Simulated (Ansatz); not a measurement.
AlAu:
```
CELL_PARAMETERS angstrom
      6.32416     0.00000     0.00000
      0.00000     3.40519     0.00000
     -0.29515     0.00000     6.37038
ATOMIC_POSITIONS crystal
  Al 0.55041 0.75000 0.82141
  Al 0.44959 0.25000 0.17859
  Al 0.91936 0.75000 0.31963
  Al 0.08064 0.25000 0.68037
  Au 0.30865 0.75000 0.47836
  Au 0.69135 0.25000 0.52164
  Au 0.18778 0.75000 0.00574
  Au 0.81222 0.25000 0.99426
```

Relaxed with r²SCAN. Special points in fractions of this cell's reciprocal vectors: Γ (0.000, 0.000, 0.000); Z (0.000, 0.500, 0.000); D (0.000, 0.500, 0.500); B (0.000, 0.000, 0.500); A (-0.500, 0.000, 0.500); E (-0.500, 0.500, 0.500); C2 (-0.500, 0.500, 0.000); Y2 (-0.500, 0.000, 0.000).

Question: List the band energies nearest the Fermi level at these points for plane-wave PAW r²SCAN (Ansatz code).

Answer: In eV from the Fermi level; about four levels below and three above (degenerate sets whole), none deeper than 8.9 eV; points with the same levels are listed once.

| k | below | above |
|---|---|---|
| Γ | -3.68 -2.72 -1.98 -1.60 | 1.53 2.04 4.53 |
| Z | -1.82 -1.82 -1.14 -1.14 | 1.92 1.92 2.46 2.46 |
| D | -2.10 -2.10 -1.53 -1.53 | 0.94 0.94 1.01 1.01 |
| B | -4.14 -4.03 -0.49 -0.43 | 3.14 3.46 3.47 |
| A | -4.62 -1.23 -0.76 -0.46 | 0.70 1.68 2.07 |
| E | -3.56 -3.56 -3.35 -3.35 | 2.94 2.94 3.34 3.34 |
| C2 | -2.07 -2.07 -1.27 -1.27 | 2.22 2.22 2.65 2.65 |
| Y2 | -3.65 -3.38 -0.58 -0.47 | 3.16 3.63 3.75 |

Space group P2_1/m. The workflow started from a Materials Project entry (that database holds measured and hypothetical structures alike); the Crystallography Open Database copy checked does not list it. Its standing as an ambient phase is unchecked. The cell was relaxed with r²SCAN under the symmetry of its start; its stability against distortions is not shown here. Scalar-relativistic: spin–orbit coupling is off unless named, which matters more the heavier the elements.

Potentials: the later of the program's two PAW sets.
